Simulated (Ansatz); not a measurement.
A geometry of W away from equilibrium: the start of the relaxation of a relaxed W cell, doubled along one cell vector, shaken by Gaussian noise of σ = 0.08 Å a coordinate. The numbers are results of r2SCAN (plane waves to 500 eV, PAW, scalar-relativistic; Ansatz, a quantum-chemistry and plane-wave program), not measurements. Γ-centred k-mesh 7×14×9 on the run's cell (coarser than for final values), Fermi–Dirac smearing 0.05 eV.

```xyz
4
Lattice="-5.0852 5.0852 2.6819 2.5426 -2.5426 1.3410 2.5426 2.5426 -1.3410" Properties=species:S:1:pos:R:3 pbc="T T T"
W     -0.0270     2.6462     0.7019
W     -2.5560     5.0288     1.9030
W     -0.0483    -0.0364     0.1312
W     -2.3882     2.5096     1.3481
```

**Question.** Predict the force on each atom, in eV/Å.

**Answer.** 
```csv
atom,Fx,Fy,Fz
W1,1.71,-1.28,-1.02
W2,-0.16,0.20,0.81
W3,0.33,0.63,-0.61
W4,-1.88,0.45,0.82
```

**Question.** What is the pressure?

**Answer.** +3.7 GPa, compression positive.

No spin polarisation in the result.

The end of the path is a generated cell of W: the first start was made by placing the elements on the sites of a structure type, and the end was not matched to a known phase here, so it may be hypothetical. Known forms of W include space group No. 229.
